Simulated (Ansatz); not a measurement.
Relaxed MgO (rock salt):

```
MgO
1.0
    0.00000     4.25375     4.25375
    2.12687     2.12687     4.25375
    2.12687     2.12687     0.00000
O Mg
2 2
Cartesian
  0.00000   0.00000   0.00000
  2.12687   4.25375   6.38062
  2.12687   6.38062   6.38062
  2.12687   4.25375   4.25375
```

The atoms are displaced by Q × the pattern below (from a DFPT mode at X = (0.5, 0.5, 0.0), largest move 1; Q in Å), at fixed cell. (q is in reciprocal vectors of the primitive cell; the cell shown is doubled to hold the pattern.)

| atom | x | y | z |
|---|---|---|---|
| O1 | 0.000 | 0.000 | -1.000 |
| O2 | 0.000 | 0.000 | 1.000 |
| Mg3 | 0.000 | 0.000 | -0.091 |
| Mg4 | 0.000 | 0.000 | 0.091 |

Computed with PBE (plane waves to 420 eV, PAW, scalar-relativistic; Ansatz, an electronic-structure program). k mesh 13×13×13 (Γ-centred), Fermi-Dirac smearing 0.05 eV. The energy includes the smearing's −TS. MgO was relaxed with its symmetry unable to fall. The zero of ΔE is the undisplaced structure.

```json
[
 {"Q (Å)": "-0.180", "ΔE (eV/cell)": "0.546"},
 {"Q (Å)": "-0.120", "ΔE (eV/cell)": "0.240"},
 {"Q (Å)": "-0.060", "ΔE (eV/cell)": "0.059"},
 {"Q (Å)": "0.000", "ΔE (eV/cell)": "0.000"},
 {"Q (Å)": "0.060", "ΔE (eV/cell)": "0.059"},
 {"Q (Å)": "0.120", "ΔE (eV/cell)": "0.240"},
 {"Q (Å)": "0.180", "ΔE (eV/cell)": "0.546"}
]
```

Question: Which DFPT wavenumber at X = (0.5, 0.5, 0.0) belongs to this mode?
A. 526 cm⁻¹
B. 400 cm⁻¹
C. 280 cm⁻¹

Answer: A, 526 cm⁻¹. The curvature of the scan gives 526 cm⁻¹

(For displaced atoms, the force is minus the slope of the energy, and its curvature is a force constant, which sets phonon frequencies.)
